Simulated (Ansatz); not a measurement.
Input:

VSi2:
```yaml
crystal:
  lattice:
    - [4.52996, 0.00000, 0.00000]
    - [-2.26498, 3.92306, 0.00000]
    - [0.00000, 0.00000, 6.32554]
  atoms:
    - { symbol: V, position: [0.00000, 0.50000, 0.16667] }
    - { symbol: V, position: [0.50000, 0.00000, 0.50000] }
    - { symbol: V, position: [0.50000, 0.50000, 0.83333] }
    - { symbol: Si, position: [0.83748, 0.67496, 0.50000] }
    - { symbol: Si, position: [0.16252, 0.83748, 0.83333] }
    - { symbol: Si, position: [0.32504, 0.16252, 0.16667] }
    - { symbol: Si, position: [0.16252, 0.32504, 0.50000] }
    - { symbol: Si, position: [0.83748, 0.16252, 0.83333] }
    - { symbol: Si, position: [0.67496, 0.83748, 0.16667] }
```

This is the r²SCAN-relaxed structure. Cartesian axes are those of the cell as given.

Question: All from r²SCAN in the plane-wave PAW code Ansatz, unless another level is named. Predict the Young's modulus.

Answer: 380 GPa.

Question: What about the highest zone-centre frequency?

Answer: 434 cm⁻¹.

Question: And the elastic constants (relaxed ions, GPa)?

Answer: C11 = 402, C12 = 55.2, C13 = 79.4, C33 = 472, C44 = 147.

Space group P6_222. The cell was relaxed with r²SCAN under the symmetry of its start; of distortions, only those at the zone centre were tested. The run is not spin-polarised. As this level gives no gap, shear constants depend on the k-mesh and smearing (Fermi–Dirac, 0.1 eV here). As this level gives no gap, phonon frequencies hold no LO–TO term and depend on the k-mesh and smearing (Fermi–Dirac, 0.1 eV here).

Potentials: the later of the program's two PAW sets.
